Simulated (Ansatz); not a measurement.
A trial cell of In3GeO2, before relaxation:

Space group P6mm (No. 183). a = 4.151 Å, b = 4.151 Å, c = 7.916 Å, α = 90.00°, β = 90.00°, γ = 120.00°
```csv
atom,site,symmetry,x,y,z
In,2b,3m.,0.3333,0.6667,0.6596
In,1a,6mm,0.0000,0.0000,0.9134
Ge,1a,6mm,0.0000,0.0000,0.2542
O,2b,3m.,0.3333,0.6667,0.9303
```

The calculation used DFT PBE, scalar-relativistic, plane waves, PAW (Ansatz 0.2.0). Cutoff 420 eV, Gaussian smearing, Γ-centred meshes. Cell and atoms relax first on a coarse mesh and then on a finer one. In between, the cell is made exact in the group found at 0.06 Å. In metals the finer mesh still leaves noise of several meV/atom or more. The steps can't lower the symmetry of their start. No spin polarisation.

A guess keeps its type if space group and coordination stay and the shape of the cell changes little (axis ratios within about 15 %, angles within 6°); the volume may change.

Question: Does this structure survive the relaxation?

Answer: It doesn't keep its type. The symmetry stays P6mm (No. 183). The volume per atom shrinks by 1.4 %, from 19.7 to 19.4 Å³. The shortest distance goes from 2.14 Å (In–O) to 2.06 Å (In–O). The ratio c/a of the conventional cell changes by a factor of 0.56. Counting neighbours within 15 % of an atom's shortest distance, the start has Ge 1, In 4/7, O 7 and the end Ge 8, In 1/8, O 1. In detail, at the end In on a site of symmetry 3m is surrounded by 1 O at 2.06 Å, 3 In at 2.90 Å and 3 Ge at 2.95 Å; Ge has 2 In at 2.60–2.72 Å and 6 In at 2.95 Å; O is surrounded by 1 In at 2.06 Å, 3 O at 2.90 Å and 3 In at 2.90 Å; 1 more site not described.

```cif
data_structure
_symmetry_space_group_name_H-M 'P6mm'
_symmetry_Int_Tables_number 183
_cell_length_a 5.0247
_cell_length_b 5.0247
_cell_length_c 5.3279
_cell_angle_alpha 90.000
_cell_angle_beta 90.000
_cell_angle_gamma 120.000
_cell_volume 116.50
loop_
_atom_site_label
_atom_site_type_symbol
_atom_site_symmetry_multiplicity
_atom_site_Wyckoff_symbol
_atom_site_fract_x
_atom_site_fract_y
_atom_site_fract_z
_atom_site_occupancy
In1 In 2 b 0.33333 0.66667 0.54316 1
In2 In 1 a 0.00000 0.00000 0.95661 1
Ge1 Ge 1 a 0.00000 0.00000 0.44532 1
O1 O 2 b 0.33333 0.66667 0.92958 1
```

Formation energies are uncorrected and refer to the elements' standard structures at the same level (O₂ as a molecule).

Question: At what energy does it end?

Answer: −0.06 eV/atom.

The last run used a 12×12×8 mesh (in the run's order of axes) for its 6-atom cell and Gaussian smearing of 0.10 eV. An odd number of electrons in the primitive cell allows no gap without spin; a larger cell or a magnetic state could open one. The cell is a metal run without spin; a magnetic state may lie lower. Symmetry constrained the relaxation, so the result can be a saddle point. Another cell of In3GeO2 relaxed alike, in Cmmm, lies 0.49 eV/atom lower, so this cell isn't the stable form at this level.

In counts of neighbours, a slash parts the counts of unlike sites.
